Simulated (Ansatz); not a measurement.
input.yaml

```yaml
crystal:
  lattice:
    - [4.4081149577, 0.0, 0.0]
    - [0.0, 4.4081149577, 0.0]
    - [0.0, 0.0, 4.4078996217]
  atoms:
    - { symbol: Zr, position: [0.5, 0.5, 0.0] }
    - { symbol: Zr, position: [0.0, 0.5, 0.5] }
    - { symbol: Zr, position: [0.5, 0.0, 0.5] }
    - { symbol: Ag, position: [0.0, 0.0, 0.0] }
basis:
  ecutwfc: 420
kpoints:
  mp_grid: { grid: [10, 10, 10] }
hamiltonian:
  xc: lda
scf:
  occupations: { method: gaussian, width: 0.1 }
output:
  forces: true
  stress: true
  eigenvalues: true
  write_density: true
  write_potential: true
  elf: true
  volumetric_format: npy
relax:
  adjacent_minimum: "off"
  f_tol: 0.005
  max_steps: 50
  cell: { stress_tol: 0.05 }
```

Command:
```bash
ansatz run input.yaml --threads 1 --pin off --max-ram 2560MiB --backend cpu --events-out ev --progress --plain --runs-dir out
```

These are results of Ansatz 0.2.0, DFT LDA, scalar-relativistic, plane waves, PAW, not measurements.

Part of what the program printed, abridged (final results; tables in files aren't shown):

```
SCF 6 converged in 5 iterations: F = -19690.682663 eV  dr2 = 1.17e-11
SCF converged after 5 iterations
Free energy (F): -19690.682663 eV
Harris-Foulkes:  -19690.682663 eV  (|F-HF|=3.64e-12)
Internal energy: -19690.659487 eV  (E = F + TS)
E sigma→0 (E₀):  -19690.671075 eV
Entropy (-TS):   -0.023176 eV (-5.794 meV/atom)
Fermi energy:    15.787877 eV
--- Per-component energies (eV) ---
  E_band       = -484.840303
  E_kinetic    = 1533.844750
  E_local      = -4385.227728  (includes V_loc(G=0)·N_el)
  E_nonlocal   = 339.344747
  E_hartree    = 1749.642205
  E_xc         = -668.399324
  E_vxc        = -810.784863  (∫ρ·V_xc dr)
  E_paw        = -12316.269776  (= ΣΔE_a)
  E_vpaw       = -661.301931  (= ΣTr[D̂ρ^β])
  E_aug_tail   = 0.000325  (compensation charges beyond the density's cutoff)
  E_ewald      = -5945.430697
  E_core_change = 1.836010  (= ΣΔE_core)
  E_smearing   = -0.023176  (= −TS)
--- Forces (eV/Å), atoms counted from 1 ---
  atom   1  Zr     0.00000000     0.00000000     0.00000000
  atom   2  Zr     0.00000000     0.00000000     0.00000000
  atom   3  Zr     0.00000000     0.00000000     0.00000000
  atom   4  Ag     0.00000000     0.00000000     0.00000000
--- Stress (GPa, compression-positive) ---
        0.002629       0.000000       0.000000
        0.000000       0.002629       0.000000
        0.000000       0.000000       0.003076
  P = ⅓ Tr σ = 0.0028 GPa (0.028 kbar)
--- Band table (eV; the first three rows and the last of 126) ---
  k-point 0: bands = ["-76.4309", "-39.9433", "-39.9433", "-39.9433", "-32.5629", "-32.2975", "-32.2975", "-11.0827", "-11.0827", "-11.0827", "-10.4361", "-10.4361", "-10.4361", "-10.0510", "-10.0510", "-10.0510", "9.4979", "10.3041", "10.3041", "10.5953", "10.5953", "10.5954", "12.0204", "14.7638", "14.7638", "14.7638", "15.3877", "15.3877", "18.7853", "18.7853", "18.7855", "19.2240", "19.2240"]
  k-point 1: bands = ["-76.4309", "-39.9433", "-39.9433", "-39.9433", "-32.5571", "-32.3033", "-32.2974", "-11.0689", "-11.0689", "-11.0619", "-10.4416", "-10.4416", "-10.4391", "-10.0807", "-10.0619", "-10.0619", "9.6141", "10.3423", "10.3494", "10.6091", "10.6299", "10.6299", "12.1167", "14.7547", "14.8056", "14.8056", "15.2461", "15.4603", "18.1761", "18.1761", "18.5520", "19.1451", "19.7518"]
  k-point 2: bands = ["-76.4309", "-39.9435", "-39.9433", "-39.9433", "-32.5406", "-32.3198", "-32.2972", "-11.0299", "-11.0299", "-11.0006", "-10.4588", "-10.4588", "-10.4470", "-10.1652", "-10.0902", "-10.0902", "9.9457", "10.4425", "10.4815", "10.6457", "10.7242", "10.7242", "12.3885", "14.7298", "14.8171", "14.9097", "14.9097", "15.6807", "17.5091", "17.5091", "18.0530", "18.9502", "19.8202"]
  k-point 125: bands = ["-76.4309", "-39.9436", "-39.9436", "-39.9436", "-32.3840", "-32.3840", "-32.3840", "-11.4365", "-11.0086", "-11.0086", "-11.0086", "-10.0896", "-10.0895", "-10.0895", "-10.0695", "-10.0695", "10.4682", "10.4682", "10.4682", "11.1458", "11.1458", "11.3869", "14.2528", "14.2528", "14.2529", "16.6540", "16.6541", "16.6541", "16.6643", "16.6644", "16.6644", "17.8534", "18.8786"]
--- Relaxed structure (5 steps of the walk, 4 accepted, 1 SCFs on fresh bases) ---
  F+E_penalty+E_count = -19690.68266315 eV   max|allowed force component| = 1.836e-28 eV/Å   (the final SCF, on the basis selected at the relaxed cell)
  cell:  # Å, volume = 79.4623 Å³
    - [4.29920995, 0.0, 0.0]
    - [0.0, 4.29920995, 0.0]
    - [0.0, 0.0, 4.29916128]
  atoms:
    - { symbol: Zr, position: [0.5, 0.5, 0.0] }
    - { symbol: Zr, position: [0.0, 0.5, 0.50000000] }
    - { symbol: Zr, position: [0.5, 0.0, 0.50000000] }
    - { symbol: Ag, position: [0.0, 0.0, 0.0] }
```

The relaxation met its thresholds.

It took 2.1 min on 1 thread of Arm Neoverse V2, on a shared host, peak memory 0.54 GiB.